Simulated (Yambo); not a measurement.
G0W0@PBEsol for WO$_{3}$ (space group P6/mmm, No. 191) in Yambo. Reference settings: 3×3×4 Γ-centred k mesh, bands 4 to 210 and a 6 Ry block in the screening, 210 bands in G with the Bruneval-Gonze terminator, plasmon pole fitted at 27.2 eV. The PBEsol gap A → Γ on this mesh is 0.62 eV; G0W0 gaps are taken between the same points.

With and without the terminator, as bands are cut:

```
bands in G (in W)  gap, terminator (eV)  gap, none (eV)  valence shift, terminator (eV)  valence shift, none (eV)
-----------------  --------------------  --------------  ------------------------------  ------------------------
96 (210)                          1.637           1.840                          -0.004                     0.578
145 (210)                         1.592           1.685                          -0.024                     0.360
210 (210)                         1.586           1.645                          -0.048                     0.183
```

Over this range the gap spans 0.051 eV with the terminator and 0.195 eV without, the valence shift 0.044 eV and 0.395 eV. Neither column has reached its limit for certain.

Spin-orbit coupling is not included.

Geometry of the Materials Project entry, not relaxed at this level; primitive cell a = b = 7.4029 Å, c = 3.8064 Å, α = β = 90.00°, γ = 120.00°.

A shift is the quasiparticle energy of the state minus its PBEsol energy.
